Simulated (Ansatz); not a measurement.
# Moving the functional in HfIn4SiO6

```
CELL_PARAMETERS angstrom
5.27743 0.00000 0.00000
-2.63872 4.57039 0.00000
0.00000 0.00000 10.55905
ATOMIC_POSITIONS crystal
Hf 0.66667 0.33333 0.00000
In 0.00000 0.00000 0.30446
In 0.00000 0.00000 0.69554
In 0.33333 0.66667 0.78919
In 0.33333 0.66667 0.21081
Si 0.00000 0.00000 0.00000
O 0.97300 0.70496 0.89972
O 0.29504 0.02700 0.10028
O 0.29504 0.26804 0.89972
O 0.73196 0.70496 0.10028
O 0.73196 0.02700 0.89972
O 0.97300 0.26804 0.10028
```

The cell comes from a database or a generator and needn't be the stable form of this composition.

Kept alike: task single point; k mesh 3 × 3 × 1; occupations fermi-dirac, width 0.05 eV; no spin polarisation. Program: Ansatz, Ansatz PAW. Cutoffs run from 420 to 500 eV. The mesh is that of the run's cell of 12 atoms. No spin-orbit coupling.

| functional | pressure (GPa) |
| --- | --- |
| HSE03 | -2.82 |
| HSE06 | -2.77 |
| PBE0 | -2.68 |
| r2SCAN0 | -4.36 |
| r2SCANh | -3.55 |

The k mesh is coarse, so the values aren't converged. Pressure is positive in compression, with a Pulay correction for the finite cutoff. All rows use potentials made for PBE.

Task: What does the functional change here?

Result: The pressure runs from -4.36 (r2SCAN0) to -2.68 GPa (PBE0). A positive pressure means that the functional's own cell is larger than the one given, a negative one that it is smaller.
